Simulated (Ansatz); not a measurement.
Input:

Ta$_{2}$O$_{5}$:
```cif
data_O10Ta4
_chemical_formula_sum 'Ta4 O10'
_space_group_name_H-M_alt 'P 1'
_space_group_IT_number 1
_cell_length_a 6.20972
_cell_length_b 7.32521
_cell_length_c 3.78839
_cell_angle_alpha 90.000
_cell_angle_beta 90.000
_cell_angle_gamma 90.000
loop_
_space_group_symop_operation_xyz
  'x, y, z'
loop_
_atom_site_label
_atom_site_type_symbol
_atom_site_fract_x
_atom_site_fract_y
_atom_site_fract_z
_atom_site_occupancy
Ta1 Ta 0.22446 0.61908 0.00000 1
Ta2 Ta 0.72446 0.88092 0.00000 1
Ta3 Ta 0.77554 0.38092 0.00000 1
Ta4 Ta 0.27554 0.11908 0.00000 1
O1 O 0.19858 0.65640 0.50000 1
O2 O 0.69858 0.84360 0.50000 1
O3 O 0.80142 0.34360 0.50000 1
O4 O 0.30142 0.15640 0.50000 1
O5 O 0.50000 0.50000 0.00000 1
O6 O 0.00000 0.00000 0.00000 1
O7 O 0.38960 0.85983 0.00000 1
O8 O 0.88960 0.64017 0.00000 1
O9 O 0.61040 0.14017 0.00000 1
O10 O 0.11040 0.35983 0.00000 1
```

This is the r²SCAN-relaxed structure.

Problem. All from r²SCAN in the plane-wave PAW code Ansatz, unless another level is named. Predict the gap with spin–orbit coupling.

Solution. 2.66 eV.

Problem. Predict the band gap.

Solution. 2.70 eV (direct).

Problem. What about the hole effective mass with spin–orbit coupling?

Solution. 1.0, 2.4, 2.8 mₑ (principal values).

Problem. And the electron effective mass?

Solution. 0.31, 0.65, 30 mₑ (principal values).

Problem. And the weight of the valence-edge state by species (Voronoi cells)?

Solution. O 99 %.

Space group Pbam. The start of the workflow was typed in or built on a structure type; the Crystallography Open Database copy checked does not list it. COD files the formula under space group No. 49, so this cell is another polymorph or a model. Its standing as an ambient phase is unchecked. Symmetry was held in the r²SCAN relaxation; whether a distortion lowers the energy is not shown. No spin polarisation was allowed. Scalar-relativistic: spin–orbit coupling is off unless named, which matters more the heavier the elements.

Potentials: the earlier of the program's two PAW sets.
